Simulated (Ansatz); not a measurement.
In PBEsol (plane waves, PAW; program Ansatz), InPd in the CsCl type structure (Pm-3m) relaxes to a = 3.247 Å. Against the elements it lies at -0.53 eV/atom, with no fitted shifts.

Electronic character: metallic (no gap). Gap from PBEsol with spin–orbit coupling: none (metallic).

An equation-of-state fit gives a bulk modulus of 135 GPa. The relaxed-ion elastic constants in GPa are C11 = 158, C12 = 126, C44 = 56.6. The elastic constants imply a Debye temperature near 233 K. The highest mode at Γ lies at 145 cm⁻¹.

The PBEsol relaxation kept the symmetry of its start; of distortions, only those at the zone centre were tested. The run is not spin-polarised. As this level gives no gap, shear constants depend on the k-mesh and smearing (Fermi–Dirac, 0.1 eV here). As this level gives no gap, phonon frequencies hold no LO–TO term and depend on the k-mesh and smearing (Fermi–Dirac, 0.1 eV here). The references are the lowest solids computed at this level, not always the standard phases. Spin–orbit coupling is left out wherever it is not named.

Potentials: the later of the program's two PAW sets.
